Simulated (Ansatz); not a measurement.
Starting structure of a cell relaxation (symmetry kept):

```cif
data_structure
_symmetry_space_group_name_H-M 'Immm'
_symmetry_Int_Tables_number 71
_cell_length_a 3.5730
_cell_length_b 5.2491
_cell_length_c 12.7940
_cell_angle_alpha 90.000
_cell_angle_beta 90.000
_cell_angle_gamma 90.000
_cell_volume 239.95
loop_
_atom_site_label
_atom_site_type_symbol
_atom_site_symmetry_multiplicity
_atom_site_Wyckoff_symbol
_atom_site_fract_x
_atom_site_fract_y
_atom_site_fract_z
_atom_site_occupancy
Ti1 Ti 4 j 0.00000 0.50000 0.61847 1
Te1 Te 4 i 0.50000 0.50000 0.79073 1
As1 As 4 g 0.00000 0.25672 0.00000 1
```

Method: Ansatz, DFT r2SCAN, scalar-relativistic, plane waves, PAW.

Plane waves to 500 eV, a k mesh through Γ of 12×12×12 on the computed 6-atom cell and Gaussian smearing (0.10 eV); no spin polarisation.

Task: What does it relax to?

Result: The volume goes up by 0.31 Å³/atom to 20.31 Å³/atom, and the energy falls by 2.5 meV/atom. Final structure:
```
CELL_PARAMETERS angstrom
-1.79745 2.63633 6.42783
1.79745 -2.63633 6.42783
1.79745 2.63633 -6.42783
ATOMIC_POSITIONS crystal
Ti 0.11780 0.61780 0.50000
Ti 0.88220 0.38220 0.50000
Te 0.28957 0.28957 0.00000
Te 0.71043 0.71043 0.00000
As 0.25202 0.00000 0.25202
As 0.74798 0.00000 0.74798
```

Course of the relaxation (steps run on the plane waves of an earlier cell, and the basis is chosen afresh near the end, so energy and pressure can step there; trial steps that raised the energy were taken back; energies are free energies):

```tsv
step	E − E_final (meV/atom)	largest force component (eV/Å)	P (GPa)	V (Å³/atom)
1	2.5	0.265	1.07	20.00
2	6.2	0.281	-0.96	20.62
3	0.3	0.088	-0.08	20.30
4	0.1	0.035	-0.01	20.30
5	0.1	0.019	-0.09	20.32
6	0.1	0.002	0.00	20.31
7	0.0	0.002	0.00	20.31
```